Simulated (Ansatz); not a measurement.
Method: r2SCAN, no spin polarisation; PAW, plane waves to 500 eV, 4×4×7 Γ-centred mesh, cold occupations (width 0.2036 eV) (Ansatz 0.2.0), atoms fixed.

Computed maps in the lattice plane spanned by b (left to right, 7.44 Å, 23 points from zero) and c (bottom to top, 3.60 Å, 11 points from zero), 90° apart, at height 0.000 along a. The fields are smooth PAW ones with compensation charges, not the true ones near nuclei.

Valence density. Digits on a logarithmic scale: 0 up to 0.03 e/Å³, each further digit a factor of 1.6, 9 from 1.3 e/Å³ up:
```
44689999964433333344444
55578999754455544344455
66666777644578875444556
77655555445799997434567
67755443335999998544567
67755443335999998544567
77655555445799997434567
66666777644578875444556
55578999754455544344455
44689999964433333344444
44689999975433333444444
```

Question: The cell is YTlB. Which atoms lie within 0.2 Å of this plane, and where (fractions of b and c)?

Answer: B at (0.00, 0.50), Tl at (0.24, 0.00), Y at (0.58, 0.50). The whole cell:
```xyz
9
Lattice="3.7212 6.4454 0.0000 -3.7212 6.4454 0.0000 0.0000 0.0000 3.6031" Properties=species:S:1:pos:R:3 pbc="T T T"
B     0.0000    0.0000    1.8015
Tl   -1.8978    6.4454    0.0000
Tl    2.8095    4.8663    0.0000
Tl   -0.9117    1.5791    0.0000
B    -0.0004    4.2971    0.0000
B     0.0004    8.5936    0.0000
Y     0.6326    6.4454    1.8015
Y     1.5443    2.6748    1.8015
Y    -2.1769    3.7706    1.8015
```

Origin: a known structure type with other elements, at an estimated volume, so it need not be a known compound. Caveats: many states at the Fermi level without spin polarisation, so a magnetic state may lie lower; wide smearing.
